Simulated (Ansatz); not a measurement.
# Al3GaN4: the gap under strain

Al3GaN4, Pm, a = 5.043 Å, b = 3.130 Å, c = 5.418 Å, β = 90.0°. The structure is a Materials Project entry; whether it is the stable form wasn't checked. Ansatz: PBEsol, PAW, 420 eV, Γ-centred 6×8×4 mesh on 8 atoms, Gaussian smearing 0.02 eV; no spin polarisation. Series: strain along c alone, the other axes held, atoms relaxed; x is the strain in per cent. The gap is sought over the whole zone.

| x (%) | gap y (eV) |
| --- | --- |
| -3.0 | 3.630 |
| -1.5 | ? |
| 0.0 | 3.477 |
| 1.5 | 3.325 |
| 3.0 | 3.171 |

Task: Fit y = E0 + c1 x + c2 x² to the other rows, give the deformation potential for this strain, and predict the missing gap.

Result: Least squares on the rows shown. y = 3.4691 − 0.077379 x − 0.0077677 x². The deformation potential is 100 c1 = -7.74 eV per unit strain. At x = -1.5 the fit asked for gives 3.568 eV. The run gave 3.594 eV, so the fit is 0.026 eV too low, 5.7 % of the span of the series, against an rms of 0.007 eV on the fitted rows. With a term in x³ added, a fit to the same known rows (none to spare) predicts 3.591 eV, so most of the miss is curvature that the known rows already hold.

Semilocal functionals give gaps under the measured ones; changes of the gap mostly carry over better.

Cost: 5 runs of about 5 core-minutes in all, on Arm Neoverse V1 (shared hosts).